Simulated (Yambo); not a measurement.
Li2O (anti-fluorite, space group Fm-3m, No. 225) under isotropic strain of -0.7 % on all lattice vectors; a = b = c = 3.2134 Å, α = β = γ = 60.00°. With the G0W0 scissor the direct gap on the mesh is 8.29 eV.

Problem. Does this run resolve the lowest exciton, and if so, what are its energy and binding? (Yambo, PBEsol bands; 10×10×10 mesh, 3 valence and 1 conduction bands, static screening with 15 bands and a 4 Ry block, scissor 2.75 eV, Tamm-Dancoff.)

Solution. The mesh holds a bound state, but the numbers are provisional. These are vertical excitations (zero momentum); the indirect quasiparticle gap, about 7.65 eV, is smaller than the direct one (8.29 eV on the GW mesh). The lowest state lies at 7.40 eV (strong for light along x, 3 states within 2 meV), the direct quasiparticle gap on this mesh at 8.29 eV. Its binding energy, counted from that gap, is 0.89 eV; it spreads over about 24 k points of the mesh. Convergence with the mesh was not shown. The scissor comes from a G0W0 run whose convergence isn't established. 

Geometry strained from the cell relaxed with PBEsol, atoms relaxed again.
